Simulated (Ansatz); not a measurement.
**GaH3C3O6, a known structure type with other elements, at an estimated volume**

```xyz
13
Lattice="5.0968 2.9427 1.3078 -5.0968 2.9427 1.3078 0.0000 -5.8853 1.3078" Properties=species:S:1:pos:R:3 pbc="T T T"
Ga    0.0000    0.0000    0.6034
O     1.2966   -0.7486    2.5764
O     0.0000    1.4972    2.5764
O    -1.2966   -0.7486    2.5764
O    -2.0657    1.1927    0.6689
O     0.0000   -2.3853    0.6689
O     2.0657    1.1927    0.6689
C     2.3415   -1.3519    2.4155
C     0.0000    2.7037    2.4154
C    -2.3415   -1.3519    2.4155
H     2.6045   -1.5037    1.5131
H     0.0000    3.0074    1.5131
H    -2.6045   -1.5037    1.5131
```

The numbers come from plane-wave PAW DFT (Ansatz): r2SCAN, no spin polarisation, 500 eV, 7×7×7 Γ-centred k points, fermi-dirac occupations (width 0.1 eV). Nothing was relaxed.

(1) Is the cell too large or too small?

(2) Is it stable against the elements?

(3) What is the character of the valence top and the conduction bottom?

(4) Metal or insulator? Give the gap.

(5) Which atom feels the largest force, and which way?

Origin: a known structure type with other elements, at an estimated volume, so it need not be a known compound. Caveats: atoms or cell far from equilibrium.

Answers

(1) The pressure is 19.4 GPa (compression positive), so with the atoms held at these fractions the cell would first expand; the forces are large, so a full relaxation may end otherwise. The principal stresses 11.5, 11.5, 35.2 GPa differ, so its shape would change too.

(2) -0.67 eV an atom against the elements' usual phases (free molecules for gases, crystals otherwise, with no correction for O₂ or N₂), so it is bound against them; other compounds may still compete. Relaxing would lower it.

(3) Within 0.7 eV of the edges, the states project mainly on O p (85 %) below the gap and on Ga s (59 %) and O p (25 %) above it.

(4) The gap is 0.65 eV, indirect (the least direct gap found is 1.40 eV). A semilocal functional usually gives too small a gap.

(5) The largest is on H13 (and as large on other atoms): 7.33 eV/Å, components (-1.95, -1.13, -6.97). It makes 179° with the line to a nearest neighbour, C10 at 0.95 Å, pointing away from it.
